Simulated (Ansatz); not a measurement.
The relaxed structure here is a generated cell of BAs: the first start was made by placing the elements on the sites of a structure type, and the end was not matched to a known phase here, so it may be hypothetical. Known forms of BAs include space group No. 216.

One stationary structure of BAs. Calculation: PBEsol (plane waves to 420 eV, PAW, scalar-relativistic; Ansatz, a first-principles code).

```xyz
8
Lattice="5.8372 0.0000 0.0000 0.0000 5.8372 0.0000 0.0000 0.0000 3.3618" Properties=species:S:1:pos:R:3 pbc="T T T"
As     1.8587     3.9786     0.0000
As     4.7773     4.7773     1.6809
As     1.0600     1.0600     1.6809
As     3.9786     1.8587     0.0000
B      1.8837     1.8837     0.0000
B      4.8024     1.0349     1.6809
B      1.0349     4.8024     1.6809
B      3.9535     3.9535     0.0000
```

Task: Find the space group and the Wyckoff positions (tolerance 0.01 Å).

Result: Space group P4₂/mnm (No. 136); a = 5.8372 Å, b = 5.8372 Å, c = 3.3618 Å, α = 90.00°, β = 90.00°, γ = 90.00°

```
atom  site  symmetry       x       y       z
----  ----  --------  ------  ------  ------
As      4g      m.2m  0.1816  0.1816  0.5000
B       4f      m.2m  0.3227  0.3227  0.0000
```

This is the AFLOW prototype AB_tP8_136_g_f (as in BeO).

Task: Give the shortest distances between elements (the closest pairs, up to four, under 3.6 Å).

Result: As–B 2.05 Å; B–B 2.93 Å; As–As 3.00 Å.

| Item | Value |
|---|---|
| Volume per atom | 14.32 Å³ |
| Band gap | 0.61 eV, indirect (valence top at Γ, conduction bottom at k = (0, 0, 0.3)) (no spin-orbit coupling) |
| Smallest direct gap | 1.08 eV at Γ |

No spin polarisation in the result.

The run could not lose the symmetry of its start, so the end can be a saddle point.
